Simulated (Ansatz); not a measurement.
Below is a relaxed structure of HfBeP2. The cell was found from a structure generator's guess, not taken from experiment.

The calculation used DFT PBE, scalar-relativistic, plane waves, PAW in Ansatz 0.2.0. Cutoff 420 eV, Γ-centred mesh, Gaussian smearing, no spin polarisation.

```
Hf Be P
1.0
     4.02898    0.00000    0.00000
    -2.01449    3.48920    0.00000
     0.00000    0.00000    4.69591
Hf Be P
1 1 2
Direct
  0.00000 0.00000 0.50000
  0.00000 0.00000 0.00000
  0.33333 0.66667 0.00000
  0.66667 0.33333 0.00000
```

Energies over the elements count from the elements' standard structures at the same level, with no fitted energy shifts. The references include black phosphorus.

Question: Find its symmetry and describe it.

Answer: P6/mmm (No. 191). Conventional cell: a = 4.029 Å, c = 4.696 Å. Around Hf lie 2 Be at 2.35 Å and 12 P at 3.31 Å; Be has 6 P at 2.33 Å and 2 Hf at 2.35 Å; around P lie 3 Be at 2.33 Å and 3 P at 2.33 Å.

Question: What is its formation energy per atom?

Answer: +0.69 eV/atom. It can't be a ground state, since the elements alone are lower.

Question: Is it a metal?

Answer: Yes, bands cross the Fermi level on the 12×12×10 mesh.

The last run used a 12×12×10 mesh (in the run's order of axes) for its 4-atom cell and Gaussian smearing of 0.10 eV. These runs have no spin–orbit coupling, which can matter for Hf. The reference form of P is held partly by dispersion forces, which this level lacks. Symmetry constrained the relaxation, so the result can be a saddle point.
